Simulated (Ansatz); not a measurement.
Rb₃ScCl₆:
```yaml
crystal:
  lattice:
    - [0.00000, 5.53647, 5.53647]
    - [5.53647, 0.00000, 5.53647]
    - [5.53647, 5.53647, 0.00000]
  atoms:
    - { symbol: Rb, position: [0.75000, 0.75000, 0.75000] }
    - { symbol: Rb, position: [0.25000, 0.25000, 0.25000] }
    - { symbol: Rb, position: [0.50000, 0.50000, 0.50000] }
    - { symbol: Sc, position: [0.00000, 0.00000, 0.00000] }
    - { symbol: Cl, position: [0.77598, 0.22402, 0.22402] }
    - { symbol: Cl, position: [0.22402, 0.77598, 0.77598] }
    - { symbol: Cl, position: [0.22402, 0.77598, 0.22402] }
    - { symbol: Cl, position: [0.77598, 0.22402, 0.77598] }
    - { symbol: Cl, position: [0.22402, 0.22402, 0.77598] }
    - { symbol: Cl, position: [0.77598, 0.77598, 0.22402] }
```

Relaxed with r²SCAN.

Task: Map the electron localisation function on the plane through (0.500, 0.500, 0.500) spanned by u = [1, 0, 0] and v = [0, 1, -1] in lattice vectors, from r²SCAN in the plane-wave PAW code Ansatz.

Result: x is the fraction of u, y of v (the angle between them is 90°; rows are the nearest grid lines); atoms in the plane: Rb at (0.00, 0.00), Sc at (0.50, 0.50), Cl at (0.72, 0.28), Cl at (0.28, 0.72), Cl at (0.72, 0.72), Cl at (0.28, 0.28).
```
y \ x   0.000  0.103  0.179  0.282  0.359  0.462  0.538  0.641  0.718  0.821  0.897   1.00
------  -----  -----  -----  -----  -----  -----  -----  -----  -----  -----  -----  -----
1.00    0.008  0.878  0.241  0.009  0.008  0.003  0.003  0.008  0.009  0.241  0.878  0.008
0.923   0.825  0.810  0.038  0.421  0.383  0.020  0.020  0.383  0.421  0.038  0.810  0.825
0.846   0.651  0.053  0.561  0.866  0.815  0.099  0.099  0.815  0.866  0.561  0.053  0.651
0.769   0.012  0.427  0.867  0.645  0.866  0.240  0.240  0.866  0.645  0.867  0.427  0.012
0.692   0.009  0.689  0.884  0.411  0.857  0.239  0.239  0.857  0.411  0.884  0.689  0.009
0.615   0.007  0.509  0.806  0.858  0.770  0.208  0.208  0.770  0.858  0.806  0.509  0.007
0.538   0.003  0.037  0.143  0.288  0.063  0.660  0.660  0.063  0.288  0.143  0.037  0.003
0.462   0.003  0.037  0.143  0.288  0.063  0.660  0.660  0.063  0.288  0.143  0.037  0.003
0.385   0.007  0.509  0.806  0.858  0.770  0.208  0.208  0.770  0.858  0.806  0.509  0.007
0.308   0.009  0.689  0.884  0.411  0.857  0.239  0.239  0.857  0.411  0.884  0.689  0.009
0.231   0.012  0.427  0.867  0.645  0.866  0.240  0.240  0.866  0.645  0.867  0.427  0.012
0.154   0.651  0.053  0.561  0.866  0.815  0.099  0.099  0.815  0.866  0.561  0.053  0.651
0.0769  0.825  0.810  0.038  0.421  0.383  0.020  0.020  0.383  0.421  0.038  0.810  0.825
0.000   0.008  0.878  0.241  0.009  0.008  0.003  0.003  0.008  0.009  0.241  0.878  0.008
```

The density is the valence pseudo-density with augmentation charge, so density and ELF within about 1 Å of a nucleus are not all-electron values.

Space group Fm-3m. The workflow started from a Materials Project entry (that database holds measured and hypothetical structures alike); the Crystallography Open Database files this formula in space group No. 225, but the cells were not matched. Its standing as an ambient phase is unchecked. The cell was relaxed with r²SCAN under the symmetry of its start; whether a distortion lowers the energy is not shown. No spin polarisation was allowed.

Potentials: the later of the program's two PAW sets.
